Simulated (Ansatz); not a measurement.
Pt (Im-3m), zone-centre modes

Computed with Ansatz, DFT PBEsol, scalar-relativistic, plane waves, PAW. Cutoff 420 eV, Γ-centred 20×20×20 k-points, Gaussian smearing of 0.15 eV. Spin–orbit coupling is left out, which can shift energies with elements as heavy as these. No spin polarisation.

The starting cell (relaxed at this level; this bcc form isn't the usual structure):

```
Pt
1.0
     0.00000   -3.12094    0.00000
    -3.12094    0.00000    0.00000
     0.00000    0.00000   -3.12094
Pt
2
Cartesian
  -1.5605 -1.5605 -1.5605
  0.0000 0.0000 0.0000
```

Harmonic modes by finite displacements of 0.02 Å, without the LO–TO term. The cell doubles the primitive one, so its zone centre also holds the primitive cell's point q = (1/2, 1/2, 1/2).

**Question.** At this geometry, is the structure stable against these modes?

**Answer.** Yes: no mode is imaginary beyond 10 cm⁻¹, and only the three translations lie near zero.

**Question.** List the wavenumbers in cm⁻¹.

**Answer.** 0, 0, 0, 149, 149, 149.

Cost: 1 run of about 0.77 core-minutes, on Intel Xeon Platinum 8259CL (Skylake/Cascade Lake) (shared hosts).